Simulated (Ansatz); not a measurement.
VPt (P4/mmm): total moment held at 0.4 μB

Level of theory: Ansatz 0.2.0, DFT, LDA, all-electron PAW with datasets made for the crystal, scalar-relativistic.

Command: `ansatz run input.yaml --threads 1 --pin off --max-ram 3072MiB --backend cpu --events-out ev --progress --plain --runs-dir out`

```yaml
crystal:
  lattice:
    - [2.6940768363, 0.0, 0.0]
    - [0.0, 2.6940768363, 0.0]
    - [0.0, 0.0, 3.88]
  atoms:
    - { symbol: V, position: [0.5, 0.5, 0.5], spin: 0.4 }
    - { symbol: Pt, position: [0.0, 0.0, 0.0] }
magnetization:
  spin_polarized: true
  initial_magnetization: 0.4
  spin_locking: { lock_magnetization: hard }
kpoints:
  mp_grid: { grid: [12, 12, 9] }
scf:
  occupations: { method: fermi_dirac, width: 0.1 }
  lower_state_search: "off"
hamiltonian:
  xc: lda
  pseudopotentials: { kind: all_electron, datasets: crystal }
output:
  forces: true
  stress: true
  eigenvalues: false
```

Log:

```
settings of this run that can trade accuracy for cost: output.eigenvalues: false. Do not mix this run's numbers with those of runs without the same settings; the input reference describes each key
hamiltonian.pseudopotentials.datasets: crystal makes datasets for this crystal and solves the spheres of its atoms anew in each pass: cutoff 280.0 eV, the density's 1120.0 eV; for an error of 0.50 meV an atom under PBE, 1.0 meV for the cell; an energy difference from a run of another recipe may be off by several times the error for the cell, under r2SCAN by more, where some 0.1 meV an atom stays a …
band count auto-derived: 21 (N_el = 31.0; filled up to band 16; 20 by the electrons, moments and atoms)
Engine: ansatz 0.2.0
Pseudopotentials: kind: all_electron
Pseudopotential: V, paw, valence charge 13, recommended cutoff 280 eV (normal), crystal/all_electron/lda/scalar/gaussian/V, Koelling and Harmon's equation, gaussian nucleus
Pseudopotential: Pt, paw, valence charge 18, recommended cutoff 280 eV (normal), crystal/all_electron/lda/scalar/gaussian/Pt, Koelling and Harmon's equation, gaussian nucleus
Functional definition: SPW92
  exchange = slater_x
  correlation = pw_c
Crystal: 2 atoms, lattice volume = 28.161 Å³
Basis set: ecut = 280 eV, 319 PW (Γ)
Bands: 21, of which v1, the nominal top of the filled ones, is band 16 counted from 1 (15 counted from 0)
Symmetry: 16 space group operations
Space group: P4/mmm (ITA 123), of the structure as read, at distance tolerance 3.0e-5 Å
Magnetic group: BNS 123.339 (UNI 999), of the structure as read, at distance tolerance 3.0e-5 Å
k-points: 140 of 1296
Non-local potential: V, projectors of the file, l = 0: 2, l = 1: 2, l = 2: 2
Non-local potential: Pt, projectors of the file, l = 0: 2, l = 1: 2, l = 2: 2
PAW form: soft (Blöchl's): semilocal exchange-correlation on the pseudo side does not see the compensation charge
PAW one-centre angular grid: V, 590 points (default); XC on its mesh's 1939 points in the sphere
PAW one-centre angular grid: Pt, 590 points (default); XC on its mesh's 1809 points in the sphere
Initial density: superposition of atomic densities (chi_scale 0.1, normalization cell)
Starting moments: Σ|m| = 0.4 μB on 1 of 2 sites
Initial wavefunctions: pseudopotential atomic-orbital guess
Functional: x = slater, c = lda
iter 1 solved again at ethr=2.52e-2 eV; its pass at ethr=1.00e-1 eV (dr2=7.81e0 eV) is discarded
SCF iter   1: F=—  HF=-526463.349056 eV  |F-HF|=—  |Δ(HF+E_count)|=         —  Δρ=9.08e-2 (↑9.08e-2 ↓8.26e-2)  dr2=7.99e0  dr2_m=1.32e-2  M=0.400 μB ∫|m|=0.400 μB  β_m=0.30  ethr=2.52e-2  ⟨swp⟩=2.0  Hψ=29204  notcnv=0
preconditioner: auto → none  [metal: Δε(μ)=0.007 eV  Ē_g=7.717 eV  σ=0.100 eV  W_gap=0.02  n_scr=6 (ndim 8)  ℏωp=27.1 eV  f_vac=0.000  D(μ)=1.21/eV (n_scr^D=6)  sad-step TF]
SCF iter   2: F=—  HF=-526462.073557 eV  |F-HF|=—  |Δ(HF+E_count)|=    1.28e0  Δρ=6.04e-2 (↑6.04e-2 ↓5.78e-2)  dr2=3.90e0  dr2_m=3.70e-3  M=0.400 μB ∫|m|=0.400 μB  β_m=0.55  ethr=2.52e-2  ⟨swp⟩=2.1  Hψ=11789  notcnv=0
SCF iter   3: F=—  HF=-526463.234243 eV  |F-HF|=—  |Δ(HF+E_count)|=    1.16e0  Δρ=9.74e-2 (↑9.74e-2 ↓9.28e-2)  dr2=1.84e1  dr2_m=4.05e-3  M=0.400 μB ∫|m|=0.400 μB  β_m=0.37  ethr=1.26e-2  ⟨swp⟩=3.2  Hψ=14952  notcnv=0  recentre
iter 4 solved again at ethr=1.09e-4 eV; its pass at ethr=1.26e-2 eV (dr2=3.39e-2 eV) is discarded
SCF iter   4: F=—  HF=-526460.751473 eV  |F-HF|=—  |Δ(HF+E_count)|=    2.48e0  Δρ=6.38e-3 (↑6.38e-3 ↓6.29e-3)  dr2=3.56e-2  dr2_m=1.59e-4  M=0.400 μB ∫|m|=0.400 μB  β_m=0.47  ethr=1.09e-4  ⟨swp⟩=2.1  Hψ=27365  notcnv=0  defer=3
SCF iter   5: F=—  HF=-526460.819406 eV  |F-HF|=—  |Δ(HF+E_count)|=   6.79e-2  Δρ=3.89e-3 (↑3.89e-3 ↓3.21e-3)  dr2=1.74e-2  dr2_m=8.37e-5  M=0.400 μB ∫|m|=0.400 μB  β_m=0.63  ethr=1.09e-4  ⟨swp⟩=3.0  Hψ=15098  notcnv=0  defer=2
SCF iter   6: F=—  HF=-526460.838073 eV  |F-HF|=—  |Δ(HF+E_count)|=   1.87e-2  Δρ=3.49e-3 (↑3.49e-3 ↓3.19e-3)  dr2=1.27e-2  dr2_m=2.02e-5  M=0.400 μB ∫|m|=0.400 μB  β_m=0.71  ethr=5.61e-5  ⟨swp⟩=3.1  Hψ=12833  notcnv=0  defer=1
SCF iter   7: F=—  HF=-526460.838135 eV  |F-HF|=—  |Δ(HF+E_count)|=   6.17e-5  Δρ=3.65e-4 (↑2.73e-4 ↓3.65e-4)  dr2=8.89e-5  dr2_m=1.48e-6  M=0.400 μB ∫|m|=0.400 μB  β_m=0.72  ethr=4.09e-5  ⟨swp⟩=3.0  Hψ=11346  notcnv=0
SCF iter   8: F=—  HF=-526460.840338 eV  |F-HF|=—  |Δ(HF+E_count)|=   2.20e-3  Δρ=1.76e-4 (↑1.76e-4 ↓1.68e-4)  dr2=7.08e-6  dr2_m=5.16e-7  M=0.400 μB ∫|m|=0.400 μB  β_m=0.72  ethr=2.87e-7  ⟨swp⟩=3.0  Hψ=14826  notcnv=0
SCF iter   9: F=—  HF=-526460.840341 eV  |F-HF|=—  |Δ(HF+E_count)|=   2.58e-6  Δρ=7.41e-5 (↑6.16e-5 ↓7.41e-5)  dr2=4.60e-6  dr2_m=6.31e-8  M=0.400 μB ∫|m|=0.400 μB  β_m=0.86  ethr=2.28e-8  ⟨swp⟩=2.1  Hψ=10541  notcnv=0
SCF iter  10: F=—  HF=-526460.840340 eV  |F-HF|=—  |Δ(HF+E_count)|=   1.82e-7  Δρ=1.67e-5 (↑1.64e-5 ↓1.67e-5)  dr2=2.47e-7  dr2_m=6.81e-9  M=0.400 μB ∫|m|=0.400 μB  β_m=0.76  ethr=1.48e-8  ⟨swp⟩=2.1  Hψ=10555  notcnv=0
iter 11 did not close the SCF: its close was put off for a magnetic moment that had not settled (scf_convergence_deferred on its scf_iter line)
SCF iter  11: F=-526460.840340 eV  HF=-526460.840340 eV  |F-HF|=1.16e-10  |Δ(HF+E_count)|=   5.58e-8  Δρ=2.92e-6 (↑2.92e-6 ↓2.89e-6)  dr2=2.92e-9  dr2_m=1.26e-9  M=0.400 μB ∫|m|=0.400 μB  β_m=0.82  ethr=7.98e-10  ⟨swp⟩=3.0  Hψ=11220  notcnv=0
SCF iter  12: F=-526460.840340 eV  HF=-526460.840340 eV  |F-HF|=1.75e-9  |Δ(HF+E_count)|=   1.28e-9  Δρ=1.50e-6 (↑1.50e-6 ↓7.06e-7)  dr2=1.77e-9  dr2_m=9.79e-11  M=0.400 μB ∫|m|=0.400 μB  ethr=9.43e-12  ⟨swp⟩=3.0  Hψ=12578  notcnv=0
SCF 1 converged in 12 iterations: F = -526460.840350 eV  dr2 = 1.77e-9
  Residual-converged pass: ⟨swp⟩=2.0  Hψ=6512  notcnv=0  max |occ|·‖R‖ = 5.3e-6 eV (tolerance 5.3e-6 eV)  dr2=1.77e-9  dr2_m=9.80e-11  dr2_onsite=8.73e-10  max |Δocc| = 7.4e-11
  greatest PAW one-centre occupation: 1.003 electrons in one spin orbital (limit 2), on the Pt atom at site 1 (counted from 0), in its partial waves of l = 0
SCF converged after 12 iterations
Stability checked in part: among states of this total moment the steps that led to this state did not find it unstable. No probe was made; neither looks for a lower state of another moment (fixed_total_moment; see scf.lower_state_search)
Magnetization: 0.4000 μB (15.7000 up, 15.3000 down)
Absolute magnetization: 0.4000 μB (∫|ρ↑−ρ↓|)
Spin contamination: -0.0773 ħ² per cell (⟨S²⟩ above its minimum at these occupations)
Per-site moments (μB) at R_I (Å): [(0.31721803585492064, 1.11130669497375), (0.03542116873391146, 1.11130669497375)]
Free energy (F): -526460.840350 eV
Harris-Foulkes:  -526460.840350 eV  (|F-HF|=1.75e-9)
Internal energy: -526460.778906 eV  (E = F + TS)
E sigma→0 (E₀):  -526460.809628 eV
Entropy (-TS):   -0.061444 eV (-30.722 meV/atom)
Past the cutoff: the bands carry plane waves up to 1.75 times it, of which those up to 1.5 times it add -0.000701 eV an atom, each by itself; the spheres take 0.000368 eV an atom off the energy for waves past 1.75 times it
By the cutoff:   a pressure is off by up to 0.009 GPa (1.2 times the spheres' own share and the shells' term, over an atom's volume, and 0.004 GPa: a bound that held against runs at twice the plane waves)
Past the cutoffs: a stress includes 0.0003 GPa for waves and charges beyond them, in addition to the slope of what the spheres take
In the spheres:  the bands' charges fall short by 8.0e-7 e at most (sound up to 1e-3)
Fermi energy:    23.883281 (↑ 24.026408, ↓ 23.740154) eV
--- Per-component energies (eV) ---
  E_band       = -188.839508
  E_kinetic    = 366.095463
  E_local      = -1681.120105  (includes V_loc(G=0)·N_el)
  E_nonlocal   = 69.088340
  E_hartree    = 935.657285
  E_xc         = -131.529718
  E_vxc        = -170.826032  (∫ρ·V_xc dr)
  E_paw        = -529488.675735  (= ΣΔE_a)
  E_vpaw       = -8303.093182  (= ΣTr[D̂ρ^β])
  E_ewald      = -4189.995790
  E_smearing   = -0.061444  (= −TS)
  E_closure    = 7659.701354  (closes the sum)
  Σ components = -526460.840350   (vs F -526460.840350, Δ=0.00e0)
  The terms above E_closure are by the made datasets' own strengths, without shells solved beside the bands.
--- Forces (eV/Å), atoms counted from 1 ---
  atom   1  V     -0.00000000     0.00000000     0.00000000
  atom   2  Pt    -0.00000000    -0.00000000     0.00000000
  max |Σ_I F_I| component: 1.50e-29 eV/Å
--- Stress (GPa, compression-positive) ---
      -10.794771       0.000000       0.000000
        0.000000     -10.794771       0.000000
        0.000000       0.000000     -10.033535
  P = ⅓ Tr σ = -10.5410 GPa (-105.410 kbar)
settings of this run that can trade accuracy for cost: output.eigenvalues: false. Do not mix this run's numbers with those of runs without the same settings; the input reference describes each key
```

Site moments (μB): V1 0.32, Pt2 0.04. Cell moment 0.40 μB.

The magnetic group in the log treats spin as a scalar label, without spin–orbit coupling.

The Ansatz runs typed with the search for lower states off end where their start leads. Spin–orbit coupling is left out although heavy atoms are present. These are results for the start and cell typed. The real compound can order otherwise, in a larger cell, or not at all, since semilocal functionals at zero temperature often overstate magnetism.

It took 36 s on 1 thread of Arm Neoverse V1, on a shared host, peak memory 0.89 GiB.
